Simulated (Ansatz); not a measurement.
## Ga4SbN3 (ordering on zincblende) by several functionals

All numbers come from Ansatz 0.2.0. No magnetic order. The prototype was imposed, so other structures may be more stable.

Ga4SbN3, ordered on the zincblende lattice (R3m) with 8 atoms a cell (no longer in that coordination), relaxed with r2SCAN. N has 4 Ga at 1.94–1.99 Å; N has 4 Ga at 1.94–1.95 Å; Sb has 1 Ga at 2.70 Å and 6 Sb at 3.16 Å; Ga has 4 N at 1.94–1.95 Å; Ga has 4 N at 1.94 Å; Ga has 3 N at 1.95 Å and 1 Sb at 2.70 Å; Ga has 1 N at 1.99 Å.

Space group R3m:H (No. 160). a = 3.165 Å, b = 3.165 Å, c = 42.781 Å, α = 90.00°, β = 90.00°, γ = 120.00°
```csv
atom,site,symmetry,x,y,z
N,3a,3m,0.6667,0.3333,0.3101
N,3a,3m,0.0000,0.0000,0.2495
N,3a,3m,0.3333,0.6667,0.1888
Sb,3a,3m,0.6667,0.3333,0.1096
Ga,3a,3m,0.0000,0.0000,0.2951
Ga,3a,3m,0.3333,0.6667,0.2342
Ga,3a,3m,0.6667,0.3333,0.1728
Ga,3a,3m,0.0000,0.0000,0.0232
```

Relaxed lattice by functional, symmetry kept:
```tsv
functional	k mesh	a (Å)	c (Å)	volume (Å³/atom)
PBE	8×8×8	3.202	42.674	15.79
r2SCAN	8×8×8	3.165	42.781	15.46
```

On this one geometry the levels give:
```csv
level,k mesh,gap (eV),kind,edges,least direct gap (eV),rough cost
PBE,10×10×10,none (overlap 2.97),–,–,–,40 core-seconds
PBE+SOC,10×10×10,none (overlap 2.98),–,–,–,3 core-minutes
r2SCAN,10×10×10,none (overlap 3.25),–,–,–,50 core-seconds
```
All runs use a smearing of 0.02 eV.
Wave cutoffs: 420 eV, 500 eV (r2SCAN).
Points off the special ones are mesh points or PBE's searched band edges, reused at the other levels.
Costs come from shared machines and give only the order; PBE's includes the band path. The runs had 4 threads of AMD EPYC 9R45 96-Core Processor (Zen 5), with other jobs on the host.

r2SCAN gives no gap: the lowest nominally empty band dips 3.25 eV below the top of the last filled one (its bottom at F, the top at Γ–S₀ (0.30 of the way from Γ)), so the cell is a metal or semimetal at this level. With PBE+SOC the bands overlap by 2.98 eV (counted from 1, band 82 peaks at Γ–S₀ (0.30 of the way from Γ) and band 83 bottoms out at F): no gap.

No level opens a gap, but no hybrid is among them, and semilocal functionals can close a real gap.

Only the levels marked +SOC include spin-orbit coupling.
